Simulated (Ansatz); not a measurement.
Method: r2SCAN, no spin polarisation; PAW, plane waves to 500 eV, 7×7×7 Γ-centred mesh, fermi-dirac occupations (width 0.0105 eV) (Ansatz 0.2.0), atoms fixed.

Computed maps in the lattice plane spanned by a (left to right, 5.85 Å, 18 points from zero) and b (bottom to top, 5.85 Å, 18 points from zero), 120° apart, at height 0.000 along c. The fields are smooth PAW ones with compensation charges, not the true ones near nuclei.

Valence density. Digits on a logarithmic scale: 0 up to 0.03 e/Å³, each further digit a factor of 1.6, 9 from 1.3 e/Å³ up:
```
798631122221136897
986422344432246899
864224677642246888
532247898742235666
212479999742123443
113689998631112221
124799997421122221
124789874212344432
124677642124677642
123444321247898742
112222112479999742
112221113689998631
234432124799997421
566653224789874223
888864224677642246
999864223444322468
779863112222113689
479852111111125897
```

**Question.** The cell is Ba3Cu2N8. Which atoms lie within 0.2 Å of this plane, and where (fractions of a and b)?

**Answer.** Ba at (0.00, 0.00), N at (0.33, 0.67), N at (0.67, 0.33). The whole cell:
```
CELL_PARAMETERS angstrom
5.84565 0.00000 0.00000
-2.92282 5.06248 0.00000
-2.92282 1.68749 7.31682
ATOMIC_POSITIONS crystal
Ba 0.00000 0.00000 0.00000
Cu 0.40708 0.59292 0.22124
Cu 0.59292 0.40708 0.77876
Ba 0.20692 0.79308 0.62076
Ba 0.79308 0.20692 0.37924
N 0.72713 0.75812 0.69614
N 0.24188 0.27287 0.69614
N 0.72713 0.27287 0.69614
N 0.75812 0.72713 0.30386
N 0.27287 0.24188 0.30386
N 0.27287 0.72713 0.30386
N 0.32914 0.67086 0.98742
N 0.67086 0.32914 0.01258
```

Origin: a known structure type with other elements, at an estimated volume, so it need not be a known compound. Caveats: many states at the Fermi level without spin polarisation, so a magnetic state may lie lower.
